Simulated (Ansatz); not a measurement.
Pb2SeS:
```xyz
4
Lattice="2.1222 1.2252 6.9292 -2.1222 1.2252 6.9292 0.0000 -2.4505 6.9292" Properties=species:S:1:pos:R:3 pbc="T T T"
Pb     0.0000     0.0000    15.6585
Pb     0.0000     0.0000     5.1291
Se     0.0000     0.0000     0.0000
S      0.0000     0.0000    10.3938
```

Relaxed with PBEsol.

Problem. Give the Bader charges and basin volumes of the independent atoms, PBEsol in the plane-wave PAW code Ansatz.

Solution. 

```
atom  Bader charge (e)  Bader volume (Å³)
----  ----------------  -----------------
Pb1              +0.90               25.1
Se3              -0.85               30.6
S4               -0.96               27.2
```

Space group R-3m. The workflow started from a Materials Project entry (that database holds measured and hypothetical structures alike); the Crystallography Open Database copy checked does not list it. Whether it is the stable phase at ambient conditions was not checked. The cell was relaxed with PBEsol under the symmetry of its start; its stability against distortions is not shown here. Spin–orbit coupling is left out wherever it is not named.

Potentials: the later of the program's two PAW sets.
